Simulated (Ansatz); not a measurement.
BaC₂:
```cif
data_C6Ba3
_chemical_formula_sum 'Ba3 C6'
_space_group_name_H-M_alt 'R-3m :H'
_space_group_IT_number 166
_space_group_name_Hall '-R 3 2"'
_cell_length_a 5.19520
_cell_length_b 5.19520
_cell_length_c 7.38814
_cell_angle_alpha 90.000
_cell_angle_beta 90.000
_cell_angle_gamma 120.000
loop_
_atom_site_label
_atom_site_type_symbol
_atom_site_symmetry_multiplicity
_atom_site_Wyckoff_symbol
_atom_site_fract_x
_atom_site_fract_y
_atom_site_fract_z
_atom_site_occupancy
Ba1 Ba 3 a 0.00000 0.00000 0.00000 1
C1 C 6 c 0.00000 0.00000 0.41515 1
```
(The calculation used a cell of 3 atoms; values per cell refer to that cell.)

Relaxed at zero pressure with plane-wave PAW HSE06 (Ansatz code).

Question: The volume is raised by 9 % and shape and atoms relax at that volume. What pressure results, and how do the axes share the change?

Answer: -3.4 GPa; a 3.7 %, b 3.7 %, c 1.3 %; the energy rises by 20 meV/atom.

Question: Give the new structure.

Answer: 
Space group R-3m, hexagonal axes (No. 166); a = b = 5.3892 Å, c = 7.4836 Å, α = β = 90.00°, γ = 120.00°

```csv
atom,site,symmetry,x,y,z
Ba,3a,-3m,0.0000,0.0000,0.0000
C,6c,3m,0.0000,0.0000,0.4160
```

The phase is kept; no other phase was compared at this pressure.

The first step of the workflow began from a Materials Project structure, measured or hypothetical; the Crystallography Open Database copy checked does not list it. Its standing as an ambient phase is unchecked. The cell was relaxed with HSE06 under the symmetry of its start; its stability against distortions is not shown here. Scalar-relativistic: spin–orbit coupling is off unless named, which matters more the heavier the elements.

Potentials: the later of the program's two PAW sets.
